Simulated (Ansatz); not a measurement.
Re:
```xyz
6
Lattice="2.7775 0.0000 0.0000 -1.3888 2.4054 0.0000 0.0000 0.0000 13.4241" Properties=species:S:1:pos:R:3 pbc="T T T"
Re     0.0000     0.0000     8.9496
Re     0.0000     1.6036    11.1848
Re     0.0000     0.0000     0.0000
Re     0.0000     1.6036     2.2394
Re     0.0000     0.0000     4.4746
Re     1.3888     0.8018     6.7121
```

Relaxed with PBE. Special points in fractions of this cell's reciprocal vectors: Γ (0.000, 0.000, 0.000); M (0.500, 0.000, 0.000); K (0.333, 0.333, 0.000); A (0.000, 0.000, 0.500); L (0.500, 0.000, 0.500); H (0.333, 0.333, 0.500).

Q: List the band energies nearest the Fermi level at these points for DFT-PBE in the program Ansatz with PAW potentials.

A: In eV from the Fermi level; about four levels below and three above (degenerate sets whole), none deeper than 8.9 eV; points with the same levels are listed once.

```csv
k,below,above
Γ,-1.21 -1.21 -0.90 -0.90,0.50 0.50 0.56
M,-0.91 -0.87 -0.75 -0.12,0.38 1.10 1.12
K,-2.12 -2.11 -0.08 -0.02,0.02 0.70 1.39
A,-1.01 -1.01 -0.31 -0.27,0.70 0.70 0.96 0.96
L,-1.05 -0.97 -0.54 -0.15,0.35 0.36 1.14
H,-2.12 -0.08 -0.01 -0.01,0.96 1.32 2.06
```

Space group P-6m2. The start of the workflow was typed in or built on a structure type; neither database checked (COD, Materials Project) lists it. It is not the phase usual at ambient conditions (space group No. 194). Symmetry was held in the PBE relaxation; whether a distortion lowers the energy is not shown. The run is not spin-polarised. Scalar-relativistic: spin–orbit coupling is off unless named, which matters more the heavier the elements.

Potentials: the later of the program's two PAW sets.
